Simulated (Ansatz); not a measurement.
Au:
```yaml
crystal:
  lattice:
    - [0.00000, 2.05087, 2.05087]
    - [2.05087, 0.00000, 2.05087]
    - [2.05087, 2.05087, 0.00000]
  atoms:
    - { symbol: Au, position: [0.00000, 0.00000, 0.00000] }
```

Relaxed with PBE+D3(BJ). Special points in fractions of this cell's reciprocal vectors: Γ (0.000, 0.000, 0.000); X (0.500, 0.000, 0.500); U (0.625, 0.250, 0.625); K (0.375, 0.375, 0.750); L (0.500, 0.500, 0.500); W (0.500, 0.250, 0.750).

**Question.** List the band energies nearest the Fermi level at these points for the program Ansatz at the PBE+D3(BJ) level (PAW).

**Answer.** In eV from the Fermi level; about four levels below and three above (degenerate sets whole), none deeper than 8.9 eV; … stands for higher levels left out; points with the same levels are listed once.

| k | below | above |
|---|---|---|
| Γ | -4.76 -4.76 -4.76 -3.28 -3.28 | … |
| X | -6.79 -2.14 -1.78 -1.78 | 0.91 … |
| U | -5.88 -3.92 -2.99 -2.22 | 3.67 … |
| L | -4.80 -4.80 -2.10 -2.10 -1.05 | … |
| W | -5.22 -5.22 -3.42 -1.78 | 4.52 … |

Space group Fm-3m (fcc (Cu type)). The PBE+D3(BJ) relaxation kept the symmetry of its start. The pairwise dispersion correction was not fitted to metals. Spin–orbit coupling is left out wherever it is not named.

Potentials: the earlier of the program's two PAW sets.
